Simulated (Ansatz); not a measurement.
VSn₂:
```cif
data_Sn32V16
_chemical_formula_sum 'V16 Sn32'
_space_group_name_H-M_alt 'Fddd :1'
_space_group_IT_number 70
_space_group_name_Hall 'F 2 2 -1d'
_cell_length_a 5.50594
_cell_length_b 9.41736
_cell_length_c 18.62844
_cell_angle_alpha 90.000
_cell_angle_beta 90.000
_cell_angle_gamma 90.000
loop_
_atom_site_label
_atom_site_type_symbol
_atom_site_symmetry_multiplicity
_atom_site_Wyckoff_symbol
_atom_site_fract_x
_atom_site_fract_y
_atom_site_fract_z
_atom_site_occupancy
V1 V 16 g 0.00000 0.00000 0.37223 1
Sn1 Sn 16 f 0.00000 0.33441 0.00000 1
Sn2 Sn 16 g 0.00000 0.00000 0.08429 1
```
(The calculation used a cell of 12 atoms; values per cell refer to that cell.)

Relaxed at zero pressure with DFT-r²SCAN in the program Ansatz with PAW potentials.

The volume is raised by 9 % and shape and atoms relax at that volume. What pressure results, and how do the axes share the change?

-7.2 GPa; a 3.2 %, b 2.7 %, c 2.9 %; the energy rises by 44 meV/atom.

Give the new structure.


Space group Fddd, origin choice 1 (No. 70); a = 5.6797 Å, b = 9.6722 Å, c = 19.1652 Å, α = β = γ = 90.00°

```tsv
atom	site	symmetry	x	y	z
V	16g	..2	0.0000	0.0000	0.3718
Sn	16f	.2.	0.0000	0.3356	0.0000
Sn	16g	..2	0.0000	0.0000	0.0861
```

The phase is kept; no other phase was compared at this pressure.

The first step of the workflow began from a Materials Project structure, measured or hypothetical; the Crystallography Open Database files this formula in space group No. 70, but the cells were not matched. Its standing as an ambient phase is unchecked. The cell was relaxed with r²SCAN under the symmetry of its start; whether a distortion lowers the energy is not shown. The run is not spin-polarised. Axis ratios of metals converge slowly with the k-mesh, so a and c are less sure than the volume. Scalar-relativistic: spin–orbit coupling is off unless named, which matters more the heavier the elements.

Potentials: the later of the program's two PAW sets.
